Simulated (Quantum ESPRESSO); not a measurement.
# NbAg3Hf2Ta2: a curve over strain

Simulated, not a measurement. The program is pw.x of Quantum ESPRESSO 7.5 (plane-wave density functional theory). The cell is made up: eight metal atoms on a face-centred cubic lattice, with elements, volume, strain and displacements drawn at random and not relaxed, so it may be unstable or far from any real phase. PseudoDojo standard norm-conserving files set the functional (PBE unless stated); there is no spin polarisation or spin-orbit coupling, the Fermi-Dirac width of 0.25 eV means electrons at about 2900 K, and the masses in the input are unused placeholders. Heavy elements are run without spin-orbit coupling, which real alloys of them have. A spin test at this wide smearing found no moment, but such smearing suppresses magnetism that the real alloy may have.

Seven runs add a strain to one cell (shear xy, as the tensor component); the atoms follow the cell and are not relaxed. Stress in the table is positive in tension.

Input of the run at -0.0020:

```
&control calculation='scf', pseudo_dir='./dojo.nc.sr.pbe.v0_5.standard.upf', outdir='./o', disk_io='minimal', tprnfor=.true., tstress=.true. /
&system ibrav=0, nat=8, ntyp=4, nbnd=74, ecutwfc=82.02448710, nosym=.true., tot_charge=0,
 occupations='smearing', smearing='fd', degauss=0.0183746611
/
&electrons conv_thr=1.470e-08, electron_maxstep=70, mixing_beta=0.5 /
ATOMIC_SPECIES
Ag 1.0 Ag.upf
Hf 1.0 Hf.upf
Nb 1.0 Nb.upf
Ta 1.0 Ta.upf
CELL_PARAMETERS angstrom
-2.0526 -4.089 -2.1162
-4.0714 2.0894 1.9923
-0.0882 4.0166 -3.9987
ATOMIC_POSITIONS angstrom
Nb 0.0513 0.0889 -0.0517
Ag 0.0156 2.0587 -1.9275
Hf -2.0815 2.0311 0.0444
Ag -1.9975 4.1057 -1.9969
Ag -2.1358 0.0528 -1.9543
Hf -2.1377 2.0006 -4.0919
Ta -4.1629 0.0538 -0.0021
Ta -4.1921 2.0143 -2.0511
K_POINTS automatic
5 5 4 1 1 1
```

```
added strain  free energy less that of the input shown (eV)  stress xx (GPa)  stress yy (GPa)  stress zz (GPa)  stress xy (GPa)  pressure (GPa)  iterations
     -0.0163                                         0.0382           -23.54           -22.61           -22.00            -2.70           22.72          15
     -0.0050                                         0.0022           -23.23           -22.38           -21.88            -0.59           22.50          15
     -0.0020                                         0.0000           -23.19           -22.35           -21.85            -0.04           22.46          15
     +0.0055                                         0.0089           -23.15           -22.36           -21.79             1.34           22.43          15
     +0.0078                                         0.0155           -23.16           -22.38           -21.77             1.76           22.43          15
     +0.0200                                         0.0812           -23.35           -22.64           -21.67             3.98           22.55          16
     +0.0239                                         0.1129           -23.47           -22.78           -21.65             4.69           22.63          17
```

A cubic fit gives a slope of stress xy against the added strain of 184 GPa at zero added strain, with the atoms clamped. Across the table the energy follows the integral of volume times stress to 0.3 meV. A rerun of one of the cells at a higher cutoff and on a denser mesh moved values by no more than 0.004 eV in energy, 0.10 GPa in stress and 0.006 eV/Å in force, and a second program with other atomic files agreed on that cell to 2 % rms in force and 0.5 GPa in pressure.